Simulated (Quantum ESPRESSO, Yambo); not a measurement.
**G0W0 results for AgCl**

AgCl is modelled in the cubic space group Fm-3m (No. 225), the rock salt structure, Pearson symbol cF8. Lattice parameters: a = 5.4476 Å, b = 5.4476 Å, c = 5.4476 Å, α = 90.00°, β = 90.00°, γ = 90.00°. Cl on 4b is coordinated by 6 Ag at 2.724 Å (octahedral). Ag on 4a sees 6 Cl at 2.724 Å (octahedral). (Neighbours: up to the widest gap in distance over summed covalent radii, below 1.35, at either atom; cation-cation contacts left out.)
(The calculation used a cell of 2 atoms; values per cell refer to that cell.)

Cell and atoms were relaxed with PBEsol from Materials Project entry mp-22922, within its symmetry.

Starting point: norm-conserving PBEsol (Quantum ESPRESSO, 82 Ry, with spin-orbit coupling). G0W0 in Yambo: 4×4×4 Γ-centred k mesh, bands 9 to 200 and a 10 Ry block in the screening, 200 bands in G with the Bruneval-Gonze terminator, plasmon pole fitted at 27.2 eV.

```yaml
PBEsol gap along the band path: 0.69 eV
PBEsol gap between the mesh's edge points (L → Γ): 0.69 eV
G0W0 gap between the same points: 2.24 eV
PBEsol smallest direct gap on the mesh (at Γ): 3.20 eV
G0W0 direct gap at that point: 4.94 eV
```

```tsv
k point	band	E PBEsol (eV)	E QP (eV)	shift (eV)	Z
Γ	VB−2	-2.52	-3.82	-1.31	0.78
Γ	VB−1	-2.52	-3.82	-1.31	0.78
Γ	VB	-2.52	-3.82	-1.31	0.78
Γ	CB	0.69	1.11	0.43	0.83
Γ	CB+1	0.69	1.11	0.43	0.83
L	VB	0.00	-1.12	-1.12	0.80
L	CB	3.82	4.18	0.36	0.83
X	VB	-1.88	-3.17	-1.29	0.78
X	CB	2.09	2.75	0.66	0.83
W	VB	-1.34	-2.45	-1.11	0.79
W	CB	4.12	4.73	0.61	0.82
```

Energies count from the PBEsol valence-band maximum.

Nearest settings tried, and what they do to the gap: 4 Ry block (51 vectors against 169): -91 meV. Not varied: bands in G, bands in W, mesh. So the settings aren't converged at that level.
